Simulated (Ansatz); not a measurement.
Space group Pm-3m (No. 221). a = 3.587 Å, b = 3.587 Å, c = 3.587 Å, α = 90.00°, β = 90.00°, γ = 90.00°
| atom | site | symmetry | x | y | z |
| --- | --- | --- | --- | --- | --- |
| Ti | 1a | m-3m | 0.0000 | 0.0000 | 0.0000 |
| Co | 3c | 4/mm.m | 0.0000 | 0.5000 | 0.5000 |

Equation of state of this TiCo₃ structure (not necessarily the ground state), with shape and atoms relaxed at each volume where symmetry leaves them free. It has no gap at any of these volumes. Theory: DFT r2SCAN, scalar-relativistic, plane waves, PAW in Ansatz 0.2.0.

Plane waves to 500 eV, a k mesh through Γ of 12×12×12 on the computed 4-atom cell and Gaussian smearing (0.10 eV); collinear spin.

```json
{"V (Å³/atom)": "10.152", "E − E(largest V) (meV/atom)": "74.19", "P (GPa)": "34.55"}
{"V (Å³/atom)": "10.498", "E − E(largest V) (meV/atom)": "11.44", "P (GPa)": "23.76"}
{"V (Å³/atom)": "10.845", "E − E(largest V) (meV/atom)": "-29.64", "P (GPa)": "14.50"}
{"V (Å³/atom)": "11.191", "E − E(largest V) (meV/atom)": "-52.15", "P (GPa)": "6.64"}
{"V (Å³/atom)": "11.537", "E − E(largest V) (meV/atom)": "-59.11", "P (GPa)": "0.04"}
{"V (Å³/atom)": "11.883", "E − E(largest V) (meV/atom)": "-53.01", "P (GPa)": "-5.50"}
{"V (Å³/atom)": "12.229", "E − E(largest V) (meV/atom)": "-36.04", "P (GPa)": "-10.07"}
{"V (Å³/atom)": "12.690", "E − E(largest V) (meV/atom)": "0.00", "P (GPa)": "-14.82"}
```

Fit a third-order Birch–Murnaghan equation to E(V).

V0 = 11.54 Å³/atom, B0 = 199 GPa, B0' = 4.9.

The state reached may not be the lowest one.

Cost: 8 runs of about 28 core-minutes in all, on Intel Xeon Processor @ 2.50GHz (Skylake/Cascade Lake) (shared hosts).